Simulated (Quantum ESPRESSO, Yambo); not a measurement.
**Levels of theory for the gap of Rb2NiF6**

Rb2NiF6 (space group Fm-3m, No. 225): one geometry, one set of PBEsol (pw.x of Quantum ESPRESSO, ONCV potentials, without SOC) orbitals, self-energies from Yambo (2×2×2 Γ-centred k mesh, bands 5 to 222 and a 7 Ry block in the screening, 222 bands in G with the Bruneval-Gonze terminator, plasmon pole fitted at 27.2 eV).

The geometry is that of Materials Project entry mp-556417, symmetrised and not relaxed again.

```json
[
 {"level": "PBEsol (Quantum ESPRESSO)", "gap X → X (eV)": "1.64", "rough Yambo cost": "–"},
 {"level": "exchange only (Hartree-Fock self-energy on PBEsol orbitals)", "gap X → X (eV)": "15.62", "rough Yambo cost": "about 1/6 (6 states)"},
 {"level": "static COHSEX@PBEsol", "gap X → X (eV)": "6.77", "rough Yambo cost": "within a factor of two (2 states)"},
 {"level": "G0W0@PBEsol, plasmon pole", "gap X → X (eV)": "5.38", "rough Yambo cost": "1 (6 states)"}
]
```

Bare exchange has no screening and gives the widest gap; static COHSEX screens it but leaves out the frequency dependence, which G0W0 restores. All rows use the PBEsol edge points; in the exchange only run other k points give a smaller gap, 15.55 eV.

Costs are rough ratios of core time on shared machines.

Nearest settings tried, and what they do to the gap: 146 bands in G: +14 meV; 146 bands in W, 146 bands in G: +47 meV; 3 Ry block (89 vectors against 339): +1034 meV. Not varied: mesh. So the settings aren't converged at that level. The k mesh is coarse.

The 3d shell has no Hubbard U; the runs are without spin polarisation, and magnetic order was not tried.
